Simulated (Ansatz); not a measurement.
An Ansatz input:

```yaml
crystal:
  lattice:
    - [0.0, 2.3997525983, 2.3997525983]
    - [2.3997525983, 0.0, 2.3997525983]
    - [2.3997525983, 2.3997525983, 0.0]
  atoms:
    - { symbol: Cr, position: [0.125, 0.125, 0.125], spin: -1.748 }
    - { symbol: Cr, position: [0.875, 0.875, 0.875], spin: 1.748 }
hamiltonian:
  xc: pbesol
  pseudopotentials:
    kind: paw
    azcp:
      Cr: "pseudopotentials/Cr.paw.azcp"
basis:
  ecutwfc: 420
  fft_grid_basis: typed
kpoints:
  mp_grid: { grid: [12, 12, 12], shift: [0, 0, 0] }
magnetization:
  spin_polarized: true
scf:
  occupations: { method: fermi_dirac, width: 0.05 }
  lower_state_search: "off"
output:
  stress: true
```

and its output:

```
Warning: the record states the generating functional pbe (its physics header spells it `PBE`), which answers neither for hamiltonian.xc's functional nor for the pbesol family's — results may be inconsistent (PPs are generated against a specific XC)
Engine: ansatz 0.2.0, aarch64-unknown-linux-gnu
Pseudopotentials: kind: paw
Pseudopotential: Cr, paw, valence charge 14, recommended cutoff 420 eV (normal) 
Functional definition: PBEsol
  exchange = pbesol_x
  correlation = pbesol_c
Crystal: 2 atoms, lattice volume = 27.639 Å³
Basis set: ecut = 420 eV, 537 PW (Γ)
Bands: 20, of which v1, the nominal top of the filled ones, is band 14 counted from 1 (13 counted from 0)
Symmetry: 24 space group operations
Space group: F-43m (ITA 216), of the structure as read, at distance tolerance 3.0e-5 Å
Magnetic group: BNS 227.130 (UNI 1632), of the structure as read, at distance tolerance 3.0e-5 Å
k-points: 72 of 1728 (time reversal used)
Non-local potential: Cr, projectors of the file, l = 0: 3, l = 1: 2, l = 2: 3, l = 3: 1
PAW form: soft (Blöchl's): semilocal exchange-correlation on the pseudo side does not see the compensation charge
PAW frozen core: Cr, regenerated for the run's functional, and the local potential with it (the file was generated under x = pbe(κ = 0.804, μ = 0.2195149727645171), c = pbe(β = 0.06672455060314922))
PAW one-centre angular grid: Cr, 590 points (default); XC on 64 Gauss nodes
Initial density: superposition of atomic densities (chi_scale 0.1, normalization cell)
Starting moments: Σ|m| = 3.496 μB on 2 of 2 sites
Starting magnetic order: antiferromagnet; an inversion exchanges its spin sublattices: spin-degenerate at every k-point
Initial wavefunctions: pseudopotential atomic-orbital guess
Functional: x = pbesol(κ = 0.804, μ = 0.12345679012345678), c = pbesol(β = 0.046)
SCF iter   1: F=—  HF=-6694.172498 eV  |F-HF|=—  |Δ(HF+E_count)|=         —  Δρ=6.92e-2 (↑6.92e-2 ↓6.92e-2)  dr2=2.36e0  dr2_m=4.82e-1  M=-0.000 μB ∫|m|=2.603 μB  β_m=0.30  ethr=3.10e-3  ⟨swp⟩=3.1  Hψ=10910  notcnv=0
spin=Collinear: Kerker preconditioning applied to the charge; magnetization (m = ρ↑ − ρ↓) channel mixes plain (no charge-response kernel on spin).
SCF iter   2: F=—  HF=-6693.727994 eV  |F-HF|=—  |Δ(HF+E_count)|=   4.45e-1  Δρ=3.71e-2 (↑3.71e-2 ↓3.71e-2)  dr2=5.58e-1  dr2_m=1.64e-1  M=-0.000 μB ∫|m|=2.711 μB  β_m=0.30  ethr=3.10e-3  ⟨swp⟩=2.5  Hψ=5764  notcnv=0  defer=106
SCF iter   3: F=—  HF=-6693.643040 eV  |F-HF|=—  |Δ(HF+E_count)|=   8.50e-2  Δρ=1.60e-2 (↑1.60e-2 ↓1.60e-2)  dr2=2.79e-2  dr2_m=4.31e-2  M=0.000 μB ∫|m|=2.818 μB  β_m=0.30  ethr=1.99e-3  ⟨swp⟩=2.2  Hψ=4516  notcnv=0  defer=108
SCF iter   4: F=—  HF=-6693.667608 eV  |F-HF|=—  |Δ(HF+E_count)|=   2.46e-2  Δρ=1.07e-2 (↑1.07e-2 ↓1.07e-2)  dr2=7.66e-4  dr2_m=2.85e-2  M=0.000 μB ∫|m|=2.802 μB  β_m=0.30  ethr=9.95e-5  ⟨swp⟩=2.2  Hψ=6546  notcnv=0  defer=72
SCF iter   5: F=—  HF=-6693.674695 eV  |F-HF|=—  |Δ(HF+E_count)|=   7.09e-3  Δρ=7.84e-3 (↑7.83e-3 ↓7.84e-3)  dr2=1.08e-3  dr2_m=1.53e-2  M=-0.000 μB ∫|m|=2.802 μB  β_m=0.30  ethr=2.74e-6  ⟨swp⟩=2.0  Hψ=5098  notcnv=0  defer=72
SCF iter   6: F=—  HF=-6693.676850 eV  |F-HF|=—  |Δ(HF+E_count)|=   2.15e-3  Δρ=5.87e-3 (↑5.87e-3 ↓5.85e-3)  dr2=9.33e-5  dr2_m=8.66e-3  M=0.000 μB ∫|m|=2.798 μB  β_m=0.30  ethr=2.74e-6  ⟨swp⟩=2.0  Hψ=5466  notcnv=0  defer=72
SCF iter   7: F=—  HF=-6693.679186 eV  |F-HF|=—  |Δ(HF+E_count)|=   2.34e-3  Δρ=4.51e-3 (↑4.47e-3 ↓4.51e-3)  dr2=1.01e-4  dr2_m=5.06e-3  M=-0.000 μB ∫|m|=2.794 μB  β_m=0.30  ethr=3.33e-7  ⟨swp⟩=2.0  Hψ=4850  notcnv=0  defer=72
SCF iter   8: F=—  HF=-6693.680440 eV  |F-HF|=—  |Δ(HF+E_count)|=   1.25e-3  Δρ=3.51e-3 (↑3.51e-3 ↓3.29e-3)  dr2=2.30e-5  dr2_m=2.93e-3  M=0.000 μB ∫|m|=2.791 μB  β_m=0.30  ethr=3.33e-7  ⟨swp⟩=2.0  Hψ=4836  notcnv=0  defer=72
Mixer restart at iter 8: flushing history
spin-set hold released at iteration 8 (site moments contracting): the magnetisation degrees of freedom join the quasi-Newton model from the next iteration; the mixer history was flushed
SCF iter   9: F=—  HF=-6693.681063 eV  |F-HF|=—  |Δ(HF+E_count)|=   6.22e-4  Δρ=2.84e-3 (↑2.48e-3 ↓2.84e-3)  dr2=5.64e-5  dr2_m=1.79e-3  M=-0.000 μB ∫|m|=2.787 μB  β_m=0.65  ethr=8.23e-8  ⟨swp⟩=2.0  Hψ=4866  notcnv=0  defer=72
SCF iter  10: F=—  HF=-6693.683381 eV  |F-HF|=—  |Δ(HF+E_count)|=   2.32e-3  Δρ=5.55e-3 (↑5.55e-3 ↓4.30e-3)  dr2=2.90e-2  dr2_m=1.40e-4  M=0.004 μB ∫|m|=2.770 μB  β_m=0.32  ethr=8.23e-8  ⟨swp⟩=3.1  Hψ=5966  notcnv=0  defer=72  recentre
SCF iter  11: F=—  HF=-6693.681826 eV  |F-HF|=—  |Δ(HF+E_count)|=   1.55e-3  Δρ=8.77e-4 (↑6.88e-4 ↓8.77e-4)  dr2=1.20e-5  dr2_m=1.55e-4  M=-0.000 μB ∫|m|=2.773 μB  β_m=0.65  ethr=8.23e-8  ⟨swp⟩=2.9  Hψ=5996  notcnv=0  defer=70
SCF iter  12: F=—  HF=-6693.681885 eV  |F-HF|=—  |Δ(HF+E_count)|=   5.91e-5  Δρ=3.49e-4 (↑3.49e-4 ↓3.45e-4)  dr2=1.25e-6  dr2_m=2.99e-5  M=0.000 μB ∫|m|=2.759 μB  β_m=0.82  ethr=4.28e-8  ⟨swp⟩=2.0  Hψ=4931  notcnv=0  defer=65
SCF iter  13: F=—  HF=-6693.681929 eV  |F-HF|=—  |Δ(HF+E_count)|=   4.36e-5  Δρ=1.43e-4 (↑1.37e-4 ↓1.43e-4)  dr2=4.43e-7  dr2_m=4.80e-6  M=-0.000 μB ∫|m|=2.738 μB  β_m=0.91  ethr=4.45e-9  ⟨swp⟩=3.0  Hψ=5379  notcnv=0  defer=65
SCF iter  14: F=—  HF=-6693.681940 eV  |F-HF|=—  |Δ(HF+E_count)|=   1.10e-5  Δρ=1.36e-4 (↑1.36e-4 ↓1.19e-4)  dr2=4.74e-6  dr2_m=2.65e-6  M=0.000 μB ∫|m|=2.727 μB  β_m=0.80  ethr=1.58e-9  ⟨swp⟩=2.9  Hψ=5278  notcnv=0  defer=65
iter 15 did not close the SCF: its close was put off for a magnetic moment that had not settled (scf_convergence_deferred on its scf_iter line)
SCF iter  15: F=-6693.681941 eV  HF=-6693.681941 eV  |F-HF|=2.96e-8  |Δ(HF+E_count)|=   9.82e-7  Δρ=1.02e-5 (↑1.02e-5 ↓1.01e-5)  dr2=8.69e-8  dr2_m=1.44e-8  M=-0.000 μB ∫|m|=2.719 μB  β_m=0.90  ethr=3.57e-10  ⟨swp⟩=2.7  Hψ=10907  notcnv=0
SCF iter  16: F=-6693.681941 eV  HF=-6693.681941 eV  |F-HF|=2.25e-10  |Δ(HF+E_count)|=   1.49e-8  Δρ=3.54e-6 (↑3.54e-6 ↓3.25e-6)  dr2=8.37e-9  dr2_m=1.34e-9  M=-0.000 μB ∫|m|=2.719 μB  ethr=3.10e-10  ⟨swp⟩=2.0  Hψ=8687  notcnv=0
SCF 1 converged in 16 iterations: F = -6693.681941 eV  dr2 = 8.37e-9
SCF converged after 16 iterations
Magnetization: -0.0000 μB (14.0000 up, 14.0000 down)
Absolute magnetization: 2.7189 μB (∫|ρ↑−ρ↓|, with the PAW one-centre terms)
Spin contamination: 0.7808 ħ² per cell (⟨S²⟩ above its minimum at these occupations)
Per-site moments (μB) at R_I (Å): [(-1.1910708834424915, 0.857276769081774), (1.1910709831077722, 0.857276769081774)]
Free energy (F): -6693.681941 eV
Harris-Foulkes:  -6693.681941 eV  (|F-HF|=2.25e-10)
Internal energy: -6693.666100 eV  (E = F + TS)
E sigma→0 (E₀):  -6693.674020 eV
Entropy (-TS):   -0.015841 eV (-7.920 meV/atom)
Fermi energy:    15.335335 eV
--- Per-component energies (eV) ---
  E_band       = -381.503722
  E_kinetic    = 700.477992
  E_local      = -3156.180391  (includes V_loc(G=0)·N_el)
  E_nonlocal   = 178.492708
  E_hartree    = 1377.013931
  E_xc         = -276.820211
  E_vxc        = -354.724225  (∫ρ·V_xc dr)
  E_paw        = -2349.285030  (= ΣΔE_a)
  E_vpaw       = -503.600863  (= ΣTr[D̂ρ^β])
  E_aug_tail   = 0.000708  (compensation charges beyond the density's cutoff)
  E_ewald      = -3167.685807
  E_core_change = 0.319999  (= ΣΔE_core)
  E_smearing   = -0.015841  (= −TS)
  E_closure    = -0.000000  (closes the sum)
  Σ components = -6693.681941   (vs F -6693.681941, Δ=0.00e0)
--- Stress (GPa, compression-positive) ---
       22.922469      -0.000000       0.000000
        0.000000      22.922469      -0.000000
        0.000000      -0.000000      22.922469
  P = ⅓ Tr σ = 22.9225 GPa (229.225 kbar)
```
